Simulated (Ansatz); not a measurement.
Start of a relaxation of SrRu₂:

```xyz
3
Lattice="3.5593 0.0000 0.0000 -1.7797 3.0825 0.0000 0.0000 0.0000 7.6298" Properties=species:S:1:pos:R:3 pbc="T T T"
Sr    0.0000    0.0000    3.8149
Ru    0.0000    2.0550    6.6510
Ru    1.7797    1.0275    0.9788
```

The calculation used DFT PBE, scalar-relativistic, plane waves, PAW (Ansatz 0.2.0). Cutoff 420 eV, Gaussian smearing, Γ-centred meshes. Cell and atoms relax first on a coarse mesh and then on a finer one. In between, the cell is made exact in the group found at 0.06 Å. In metals the finer mesh still leaves noise of several meV/atom or more. The steps can't lower the symmetry of their start. No spin polarisation.

A guess keeps its type if space group and coordination stay and the shape of the cell changes little (axis ratios within about 15 %, angles within 6°); the volume may change.

Task: Does this structure survive the relaxation?

Result: It doesn't keep its type. The symmetry goes from P-3m1 (No. 164) to P6/mmm (No. 191). The end has the AlB2 type. The volume per atom shrinks by 13.2 %, from 27.9 to 24.2 Å³. The shortest distance goes from 2.84 Å (Ru–Ru) to 2.37 Å (Ru–Ru). Counting neighbours within 15 % of an atom's shortest distance, the start has Ru 3, Sr 12 and the end Ru 3, Sr 12. In detail, at the end Sr is surrounded by 12 Ru at 3.44 Å and 6 Sr at 4.10 Å; around Ru lie 3 Ru at 2.37 Å and 6 Sr at 3.44 Å.

```cif
data_structure
_symmetry_space_group_name_H-M 'P 1'
_symmetry_Int_Tables_number 1
_cell_length_a 4.0975
_cell_length_b 4.0975
_cell_length_c 4.9963
_cell_angle_alpha 90.000
_cell_angle_beta 90.000
_cell_angle_gamma 120.000
_cell_volume 72.65
loop_
_atom_site_label
_atom_site_type_symbol
_atom_site_fract_x
_atom_site_fract_y
_atom_site_fract_z
_atom_site_occupancy
Sr1 Sr 0.00000 0.00000 0.50000 1
Ru1 Ru 0.33333 0.66667 0.00000 1
Ru2 Ru 0.66667 0.33333 0.00000 1
```

The last run used a 15×15×10 mesh (in the run's order of axes) for its 3-atom cell and Gaussian smearing of 0.10 eV. A structure relaxed within its symmetry needn't be a true minimum.
